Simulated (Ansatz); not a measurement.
Input and command of a calculation in Ansatz (plane waves; scalar-relativistic PAW potentials unless the input names others):

```yaml
crystal:
  lattice:
    - [0.0, 3.1121879444, 3.1121879444]
    - [3.1121879444, 0.0, 3.1121879444]
    - [3.1121879444, 3.1121879444, 0.0]
  atoms:
    - { symbol: Hf, position: [0.0, 0.0, 0.0] }
    - { symbol: Mo, position: [0.25, 0.25, 0.25] }
    - { symbol: Mo, position: [0.75, 0.75, 0.75] }
basis:
  ecutwfc: 500
kpoints:
  mp_grid: { grid: [14, 14, 14] }
hamiltonian:
  xc: r2scan
scf:
  occupations: { method: cold, width: 0.2 }
output:
  forces: true
  eigenvalues: true
  stress: true
relax:
  adjacent_minimum: "off"
  f_tol: 0.01
  max_steps: 80
  cell: { stress_tol: 0.05 }
```

```bash
ansatz run input.yaml --threads 1 --pin off --max-ram 2560MiB --backend cpu --events-out ev --progress --plain --runs-dir out
```

Abridged log:
```
Basis set: ecut = 500 eV, 1471 PW (Γ), exchange–correlation on 144×144×144 points (64 copies of the dense FFT grid, shifted against one another)
Bands: 33, of which v1, the nominal top of the filled ones, is band 27 counted from 1 (26 counted from 0)
Symmetry: 48 space group operations
k-points: 104 of 2744
SCF iter   1: F=—  HF=-25664.017951 eV  |F-HF|=—  |Δ(HF+E_count)|=         —  Δρ=1.19e-2  dr2=1.02e-1  dr2_τ=5.03e-2  ethr=1.77e-3  ⟨swp⟩=5.1  Hψ=11868  notcnv=0
SCF iter   2: F=—  HF=-25664.107902 eV  |F-HF|=—  |Δ(HF+E_count)|=   9.00e-2  S|Δr|=    0.00e0  Δρ=8.42e-3  dr2=5.60e-2  dr2_τ=1.93e-2  ethr=1.88e-4  ⟨swp⟩=2.0  Hψ=7455  notcnv=0  defer=40
SCF iter   3: F=—  HF=-25664.070838 eV  |F-HF|=—  |Δ(HF+E_count)|=   3.71e-2  S|Δr|=    0.00e0  Δρ=1.94e-3  dr2=2.46e-3  dr2_τ=2.17e-4  ethr=1.04e-4  ⟨swp⟩=2.0  Hψ=5982  notcnv=0  defer=41
SCF iter   4: F=—  HF=-25664.070403 eV  |F-HF|=—  |Δ(HF+E_count)|=   4.35e-4  S|Δr|=    0.00e0  Δρ=4.65e-4  dr2=5.95e-5  dr2_τ=2.31e-5  ethr=4.55e-6  ⟨swp⟩=2.0  Hψ=4967  notcnv=0  defer=41
SCF iter   5: F=—  HF=-25664.070418 eV  |F-HF|=—  |Δ(HF+E_count)|=   1.49e-5  S|Δr|=    0.00e0  Δρ=1.11e-4  dr2=1.13e-5  dr2_τ=1.03e-6  ethr=1.10e-7  ⟨swp⟩=2.0  Hψ=6165  notcnv=0  defer=26
SCF iter   6: F=—  HF=-25664.070418 eV  |F-HF|=—  |Δ(HF+E_count)|=   7.30e-7  S|Δr|=    0.00e0  Δρ=3.86e-5  dr2=1.32e-6  dr2_τ=6.33e-8  ethr=2.09e-8  ⟨swp⟩=2.0  Hψ=4184  notcnv=0  defer=26
SCF iter   7: F=-25664.070419 eV  HF=-25664.070419 eV  |F-HF|=3.39e-9  |Δ(HF+E_count)|=   1.00e-7  S|Δr|=    0.00e0  Δρ=4.31e-6  dr2=1.01e-8  dr2_τ=6.16e-10  ethr=1.85e-10  ⟨swp⟩=5.2  Hψ=15241  notcnv=0
the search or the solves at the SCF's close seem to have found levels that the self-consistency loop had missed (the run counts 1). By its estimate they hold under 1e-12 electrons; where the run keeps them, the occupations were computed again with them
SCF 1 converged in 7 iterations: F = -25664.070419 eV  dr2 = 1.01e-8
relax step   1: F+E_penalty+E_count = -25664.07041852 eV  Δ(F+E_penalty+E_count) = +0.000e0 eV  max|allowed force component| = 2.467e-17 eV/Å  Δτ_max = 0.0000 Å  P = +0.056 GPa  Ω = 60.288 Å³  (7 SCF iters, dr2 threshold 1.00e-7 eV, accepted)
Crystal: 3 atoms, lattice volume = 60.349 Å³
Initial density: handed on by an earlier stage of this run
Initial wavefunctions: those handed on with the density
SCF iter   1: F=—  HF=-25664.070328 eV  |F-HF|=—  |Δ(HF+E_count)|=         —  Δρ=1.87e-4  dr2=4.58e-5  dr2_τ=5.27e-5  ethr=9.31e-8  ⟨swp⟩=2.0  Hψ=15162  notcnv=0
   ...
SCF iter   4: F=—  HF=-25664.070416 eV  |F-HF|=—  |Δ(HF+E_count)|=   7.04e-9  S|Δr|=    0.00e0  Δρ=9.53e-6  dr2=9.67e-8  dr2_τ=6.58e-9  ethr=2.91e-10  ⟨swp⟩=2.0  Hψ=6040  notcnv=0
SCF iter   5: F=—  HF=-25664.070416 eV  |F-HF|=—  |Δ(HF+E_count)|=   3.67e-8  S|Δr|=    0.00e0  Δρ=2.89e-6  dr2=6.29e-9  dr2_τ=2.61e-10  ethr=1.79e-10  ⟨swp⟩=2.0  Hψ=5349  notcnv=0
SCF iter   6: F=—  HF=-25664.070416 eV  |F-HF|=—  |Δ(HF+E_count)|=   1.33e-9  S|Δr|=    0.00e0  Δρ=3.16e-7  dr2=3.29e-11  dr2_τ=4.04e-12  ethr=1.17e-11  ⟨swp⟩=2.0  Hψ=4977  notcnv=0
SCF iter   7: F=-25664.070416 eV  HF=-25664.070416 eV  |F-HF|=0.00e0  |Δ(HF+E_count)|=  5.09e-11  S|Δr|=    0.00e0  Δρ=5.11e-8  dr2=1.73e-12  dr2_τ=2.85e-13  ethr=1.00e-12  ⟨swp⟩=6.0  Hψ=16544  notcnv=0
SCF 3 converged in 7 iterations: F = -25664.070416 eV  dr2 = 1.73e-12
relax step   3: F+E_penalty+E_count = -25664.07041586 eV  Δ(F+E_penalty+E_count) = +2.667e-6 eV  max|allowed force component| = 7.710e-17 eV/Å  Δτ_max = 0.0000 Å  P =  0.000 GPa  Ω = 60.314 Å³  energy of the carried Pulay correction = -7.266e-6 eV  (7 SCF iters, accepted)
Initial wavefunctions: pseudopotential atomic-orbital guess (no wavefunctions were taken with the density)
SCF iter   1: F=—  HF=-25664.070416 eV  |F-HF|=—  |Δ(HF+E_count)|=         —  Δρ=6.34e-7  dr2=2.09e-10  dr2_τ=1.43e-10  ethr=1.12e-7  ⟨swp⟩=3.8  Hψ=22223  notcnv=0
SCF iter   2: F=—  HF=-25664.070418 eV  |F-HF|=—  |Δ(HF+E_count)|=   2.71e-6  S|Δr|=    0.00e0  Δρ=6.94e-7  dr2=3.33e-10  dr2_τ=1.21e-10  ethr=1.00e-12  ⟨swp⟩=4.0  Hψ=10153  notcnv=0
SCF iter   3: F=—  HF=-25664.070418 eV  |F-HF|=—  |Δ(HF+E_count)|=  6.55e-11  S|Δr|=    0.00e0  Δρ=2.75e-7  dr2=4.73e-11  dr2_τ=1.28e-11  ethr=1.00e-12  ⟨swp⟩=2.0  Hψ=3854  notcnv=0
SCF iter   4: F=-25664.070418 eV  HF=-25664.070418 eV  |F-HF|=2.18e-11  |Δ(HF+E_count)|=  1.46e-11  S|Δr|=    0.00e0  Δρ=1.77e-7  dr2=2.23e-11  dr2_τ=5.00e-12  ethr=1.00e-12  ⟨swp⟩=6.1  Hψ=15882  notcnv=0
SCF 4 converged in 4 iterations: F = -25664.070418 eV  dr2 = 2.23e-11
SCF converged after 4 iterations
Stability not checked: this state was not tested for a lower state beside it, because cold or Methfessel-Paxton smearing, or corrected tetrahedra, fill the levels in a way that the test cannot read (fill_not_monotonic; see scf.lower_state_search)
Free energy (F): -25664.070418 eV
Harris-Foulkes:  -25664.070418 eV  (|F-HF|=2.18e-11)
Internal energy: -25664.057099 eV  (E = F + TS)
E sigma→0 (E₀):  -25664.065978 eV
Entropy (-TS):   -0.013320 eV (-4.440 meV/atom)
Fermi energy:    17.285419 eV
--- Forces (eV/Å), atoms counted from 1 ---
  atom   1  Hf     0.00000000     0.00000000     0.00000000
  atom   2  Mo     0.00000000     0.00000000     0.00000000
  atom   3  Mo     0.00000000     0.00000000     0.00000000
--- Stress (GPa, compression-positive) ---
       -0.000081       0.000000       0.000000
        0.000000      -0.000081       0.000000
        0.000000       0.000000      -0.000081
  P = ⅓ Tr σ = -0.0001 GPa (-0.001 kbar)
--- Relaxed structure (3 steps of the walk, 2 accepted, 1 SCFs on fresh bases) ---
  F+E_penalty+E_count = -25664.07041823 eV   max|allowed force component| = 1.203e-16 eV/Å   (the final SCF, on the basis selected at the relaxed cell)
  cell:  # Å, volume = 60.3137 Å³
    - [0.0, 3.11263800, 3.11263800]
    - [3.11263800, 0.0, 3.11263800]
    - [3.11263800, 3.11263800, 0.0]
  atoms:
    - { symbol: Hf, position: [0.0, 0.0, 0.0] }
    - { symbol: Mo, position: [0.25, 0.25, 0.25] }
    - { symbol: Mo, position: [0.75, 0.75, 0.75] }
```

Apart from outputs and empty bands, the input differs from a reference run on usual settings in scf.occupations.method: "gaussian" → "cold"; scf.occupations.width: 0.1 → 0.2. The reference, at the same start, ended its own course with a relaxed volume of 20.10 Å³/atom, pressure 0.03 GPa, largest force 0.000 eV/Å, no gap on the mesh. This run converged in 24 SCF iterations over all its steps (reference: 11) with an energy at zero smearing 0.36 meV/atom below the reference's, a relaxed volume of 20.10 Å³/atom, pressure 0.00 GPa, largest force 0.000 eV/Å, no gap on the mesh. Its smearing width is looser than usual, yet energy, pressure and forces hardly moved.